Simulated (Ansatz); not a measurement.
A geometry of Cs₂ScAgCl₆ away from equilibrium: the start of the relaxation of a relaxed Cs2ScAgCl6 cell shaken by Gaussian noise of σ = 0.08 Å a coordinate. The numbers are results of r2SCAN (plane waves to 500 eV, PAW, scalar-relativistic; Ansatz, an electronic-structure program), not measurements. Γ-centred k-mesh 4×4×4 on the run's cell (coarser than for final values), Fermi–Dirac smearing 0.05 eV.

```xyz
10
Lattice="0.0000 5.2344 5.2344 5.2344 0.0000 5.2344 5.2344 5.2344 0.0000" Properties=species:S:1:pos:R:3:forces:R:3 pbc="T T T" free_energy=-27638.171 pressure_GPa=-0.3
Cs     7.8082     7.9462     7.8351    0.0275   -0.0841   -0.0456
Cs     2.5604     2.6033     2.5485    0.0602    0.1128    0.0604
Sc    -0.1705    -0.0145     0.0704    1.5705    0.6601    0.1057
Ag     5.2873     5.3444     5.4033   -0.3110   -0.2224   -0.0531
Cl     2.5703     5.3291     5.1329   -0.6492   -0.1006    0.1810
Cl     7.9479     5.1846     5.0987   -0.3316    0.0871    0.3439
Cl     5.2431     2.5897     5.1951   -0.1674   -0.5326    0.1791
Cl     5.2655     7.9969     5.1742   -0.0205    0.3550    0.2065
Cl     5.3184     5.3780     2.6852   -0.2465   -0.1905   -1.0533
Cl     5.1762     5.3405     8.0351    0.0680   -0.0849    0.0754
```

Positions in Å, forces in eV/Å, free energy of the cell in eV (comparable only within this code, potentials and settings). Largest force: 1.71 eV/Å, on Sc3 (atoms numbered as listed); the geometry lies 0.04 eV/atom above the end of its relaxation.

No spin polarisation in the result.

The cell that was disturbed is our relaxation of an entry of Materials Project.
